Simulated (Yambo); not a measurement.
G0W0@PBEsol for Rb₂BrOH (space group P2_1/m, No. 11) in Yambo (2×2×1 mesh, 7 Ry block, plasmon pole, screening fixed), without a terminator:

```json
[
 {"bands N in G": "132", "gap (-0.5, -0.5, 0) → Γ (eV)": "5.470", "shift of the valence edge (eV)": "-1.067"},
 {"bands N in G": "232", "gap (-0.5, -0.5, 0) → Γ (eV)": "5.567", "shift of the valence edge (eV)": "-1.309"},
 {"bands N in G": "366", "gap (-0.5, -0.5, 0) → Γ (eV)": "5.654", "shift of the valence edge (eV)": "-1.460"}
]
```

### Question
Extrapolate both columns to infinite N with E(N) = E∞ + A/N, test the form, and compare with the terminator.

### Answer
From two points, E∞ = (N2 E2 − N1 E1)/(N2 − N1). The two largest N give 5.80 eV for the gap and -1.72 eV for the shift; the two smallest give 5.70 eV and -1.63 eV. For the gap the slopes A are -30 and -55 eV: the form isn't reached, and its limit is uncertain. For the shift the slopes A are 74 and 96 eV: the form isn't reached, and its limit is uncertain. With the Bruneval-Gonze terminator and 366 bands the run gives 5.76 eV and -1.63 eV, 0.04 eV and 0.09 eV from the extrapolated values: the terminator too is an estimate of the remainder. Block, mesh and the bands in W are held fixed.

Spin-orbit coupling is not included.

Geometry of the Materials Project entry, not relaxed at this level; primitive cell a = 6.941 Å, b = 4.479 Å, c = 8.907 Å, α = 90.00°, β = 108.00°, γ = 90.00°.

The structure is a Materials Project entry; no match was found in the copy of COD used, and its stability was not checked.

A shift is the quasiparticle energy of the state minus its PBEsol energy.
